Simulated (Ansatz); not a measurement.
# A plane-wave run on Mn2VSe4

input.yaml (Ansatz 0.2.0)

```yaml
crystal:
  lattice:
    - [0.0, 3.326547, 0.0]
    - [6.11546, 0.0, 0.0]
    - [-2.753211, 1.663274, -5.99054]
  atoms:
    - { symbol: Se, position: [0.3675, 0.9726, 0.265] }
    - { symbol: Se, position: [0.6325, 0.0274, 0.735] }
    - { symbol: V, position: [0.0, 0.0, 0.0] }
    - { symbol: Se, position: [0.8938, 0.4493, 0.2124] }
    - { symbol: Se, position: [0.1062, 0.5507, 0.7876] }
    - { symbol: Mn, position: [0.2561, 0.6904, 0.4878] }
    - { symbol: Mn, position: [0.7439, 0.3096, 0.5122] }
  symmetry: { tolerance: 0.0003 }
kpoints:
  mp_grid: { grid: [7, 4, 7], shift: [0, 0, 0] }
  band_path:
    path:
      - [0.0, 0.0, 0.0]
      - [0.53854476, 0.0, 0.26927238]
      - [0.46145524, 0.0, 0.73072762]
      - [0.0, 0.0, 0.5]
      - [0.0, 0.0, 0.0]
      - [0.0, -0.5, 0.5]
      - [0.49616133, -0.5, 0.74808067]
      - [0.50383867, -0.5, 0.25191933]
      - [0.0, -0.5, 0.0]
      - [0.0, 0.0, 0.0]
      - [0.5, -0.5, 0.5]
    npoints: 6
magnetization:
  spin_polarized: false
scf:
  occupations: { method: fermi_dirac }
  lower_state_search: "off"
  max_iter: 200
hamiltonian:
  pseudopotentials: { kind: paw }
  xc: pbe
basis:
  ecutwfc: 420
  fft_grid_basis: typed
output:
  forces: true
  stress: true
  eigenvalues: true
  bader: true
  populations: true
  elf: true
  write_potential: true
  volumetric_format: npy
  dos:
    e_range: [-12, 8]
    de: 0.05
    projected: { site_lists: { Mn: [Mn], Se: [Se], V: [V] } }
checkpoint:
  read: saved_state
```

The saved state is an earlier solution for the same cell, perhaps on another mesh. 

Parts of the output:

```
SCF iter   1: F=—  Δρ=2.44e-3  dr2=8.41e-3
SCF iter   2: F=—  Δρ=6.90e-4  dr2=3.27e-4
SCF iter   3: F=—  Δρ=8.65e-4  dr2=5.36e-4
SCF iter   4: F=—  Δρ=1.57e-4  dr2=1.17e-5
SCF iter   5: F=—  Δρ=6.39e-5  dr2=1.35e-6
SCF iter   6: F=-32588.5271 eV  Δρ=9.81e-6  dr2=5.03e-8
Free energy (F): -32588.5271 eV
Harris-Foulkes:  -32588.5271 eV  (|F-HF|=1.26e-8)
Internal energy: -32588.1719 eV  (E = F + TS)
E sigma→0 (E₀):  -32588.3495 eV
Entropy (-TS):   -0.3551 eV (-50.732 meV/atom)
Fermi energy:    13.0772 eV
--- Per-component energies (eV) ---
  E_band       = -1999.6857
  E_kinetic    = 1424.5678
  E_local      = -13901.2086  (includes V_loc(G=0)·N_el)
  E_nonlocal   = -1938.7198
  E_hartree    = 6597.5186
  E_xc         = -774.4542
  E_vxc        = -849.3524  (∫ρ·V_xc dr)
  E_paw        = -11363.6159  (= ΣΔE_a)
  E_vpaw       = 69.9980  (= ΣTr[D̂ρ^β])
  E_aug_tail   = -0.0021  (compensation charges beyond the density's cutoff)
  E_ewald      = -12632.2576
  E_smearing   = -0.3551  (= −TS)
--- Forces (eV/Å), atoms counted from 1 ---
  atom   1  Se    -0.3393     0.0000    -1.1903
  atom   2  Se     0.3393     0.0000     1.1903
  atom   3  V      0.0000     0.0000     0.0000
  atom   4  Se    -0.2267     0.0000    -1.3325
  atom   5  Se     0.2267     0.0000     1.3325
  atom   6  Mn    -0.7448     0.0000     0.0171
  atom   7  Mn     0.7448     0.0000    -0.0171
--- Stress (GPa, compression-positive) ---
       -3.7298       0.0000       0.8612
        0.0000      -3.7191       0.0000
        0.8612       0.0000      -9.2573
  P = ⅓ Tr σ = -5.5687 GPa (-55.687 kbar)
--- Löwdin populations: 7 sites ---
  site symbol       q [e]
     0     Se     16.2635
     1     Se     16.2635
     2      V     12.5048
     3     Se     16.1712
     4     Se     16.1712
     5     Mn     14.5269
     6     Mn     14.5269
  spilling = 0.0053 (of n_electrons = 107.0000)
```

Origin: a known structure type with other elements, at an estimated volume, so it need not be a known compound. Caveats: no spin polarisation, so a magnetic state may lie lower.
